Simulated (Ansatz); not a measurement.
Relax this structure to zero stress and force, keeping its symmetry:

```
Mo Se S
1.0
     3.21055    0.00000    0.00000
    -1.60528    2.78042    0.00000
     0.00000    0.00000   12.41432
Mo Se S
2 2 2
Direct
  0.33333 0.66667 0.05097
  0.66667 0.33333 0.55090
  0.33333 0.66667 0.68771
  0.33333 0.66667 0.41410
  0.66667 0.33333 0.92642
  0.66667 0.33333 0.17551
```

Level of theory: DFT PBEsol, scalar-relativistic, plane waves, PAW (Ansatz).

Plane waves to 420 eV, a k mesh through Γ of 12×12×4 on the computed 6-atom cell and Gaussian smearing (0.02 eV); no spin polarisation.

Task: What does it relax to?

Result: The volume goes up by 0.55 Å³/atom to 19.02 Å³/atom, and the energy falls by 3.4 meV/atom. Final structure:
```
Mo Se S
1.0
     3.20306    0.00000    0.00000
    -1.60153    2.77393    0.00000
     0.00000    0.00000   12.84242
Mo Se S
2 2 2
Direct
  0.33333 0.66667 0.05095
  0.66667 0.33333 0.55092
  0.33333 0.66667 0.68241
  0.33333 0.66667 0.41943
  0.66667 0.33333 0.93111
  0.66667 0.33333 0.17078
```

The cell holds layers, and where no dispersion correction was added their binding is poorly described.

Cost: 1 run of about 4 core-minutes, on Arm Neoverse V2 (shared hosts).